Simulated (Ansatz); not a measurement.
Input:

ScAs:
```cif
data_AsSc
_chemical_formula_sum 'Sc1 As1'
_space_group_name_H-M_alt 'P 1'
_space_group_IT_number 1
_cell_length_a 3.78601
_cell_length_b 3.78601
_cell_length_c 3.78601
_cell_angle_alpha 60.000
_cell_angle_beta 60.000
_cell_angle_gamma 60.000
loop_
_space_group_symop_operation_xyz
  'x, y, z'
loop_
_atom_site_label
_atom_site_type_symbol
_atom_site_fract_x
_atom_site_fract_y
_atom_site_fract_z
_atom_site_occupancy
Sc1 Sc 0.00000 0.00000 0.00000 1
As1 As 0.50000 0.50000 0.50000 1
```

This is the LDA-relaxed structure.

Question: All from the program Ansatz at the LDA level (PAW), unless another level is named. Estimate the Poisson's ratio.

Answer: 0.25.

Question: Next, the elastic constants (relaxed ions, GPa)?

Answer: C11 = 230, C12 = 33.2, C44 = 43.0.

Question: Next, the highest zone-centre frequency?

Answer: 257 cm^-1.

Space group Fm-3m (rock salt). The workflow started from a Materials Project entry (that database holds measured and hypothetical structures alike); the Crystallography Open Database files this formula in space group No. 225, but the cells were not matched. Its standing as an ambient phase is unchecked. Symmetry was held in the LDA relaxation; of distortions, only those at the zone centre were tested. The run is not spin-polarised. As this level gives no gap, shear constants depend on the k-mesh and smearing (Fermi–Dirac, 0.1 eV here). As this level gives no gap, phonon frequencies hold no LO–TO term and depend on the k-mesh and smearing (Fermi–Dirac, 0.1 eV here).

Potentials: the later of the program's two PAW sets.
